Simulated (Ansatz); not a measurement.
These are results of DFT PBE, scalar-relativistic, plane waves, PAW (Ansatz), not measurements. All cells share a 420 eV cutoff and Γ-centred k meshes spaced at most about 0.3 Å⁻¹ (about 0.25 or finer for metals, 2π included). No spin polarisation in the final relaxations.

These are static total energies at zero pressure.

Two relaxed structures of AsP2:

A.

```xyz
6
Lattice="6.5817 0.0000 0.0000 0.0000 6.5817 0.0000 0.0000 0.0000 2.5951" Properties=species:S:1:pos:R:3 pbc="T T T"
P     5.8034    4.0691    0.0000
P     0.7783    2.5126    0.0000
P     4.0691    0.7783    0.0000
P     2.5126    5.8034    0.0000
As    3.2908    3.2908    0.0000
As    0.0000    0.0000    0.0000
```

B.

```xyz
6
Lattice="3.9431 0.0000 0.0000 -1.9715 3.4148 0.0000 0.0000 0.0000 9.2832" Properties=species:S:1:pos:R:3 pbc="T T T"
P     1.9715    1.1383    3.3695
P     0.0000    2.2765    5.9137
P     0.0000    2.2765    8.0111
P     1.9715    1.1383    1.2721
As    0.0000    0.0000    4.6416
As    0.0000    0.0000    0.0000
```

Question: Which is lower in energy, and by how much?

Answer: A is lower, by 37 meV/atom. A has space group P4/mbm (No. 127), 18.7 Å³/atom and no gap on its mesh; B has space group P6_3/mmc (No. 194), 20.8 Å³/atom and no gap. Counting all near atoms (for each partner element, those within 1.25 times its shortest distance or 1.15 times the sum of covalent radii, where it is the nearest in units of that sum or under 1.3; a plus sign parts groups by distance over the sum of covalent radii), A has As 6, P 1+4 and B has As 6, P 1+3. A holds P–P pairs (shortest 2.20 Å) and As–As chains (shortest 2.60 Å); B holds P–P pairs (shortest 2.10 Å). The denser one is the lower, and pressure would at first widen the difference. Even the lower one lies +0.22 eV/atom against the reference forms of the elements (uncorrected), so neither is stable at this level. Both come from invented guesses.

Cells relaxed within their symmetry can be saddle points.
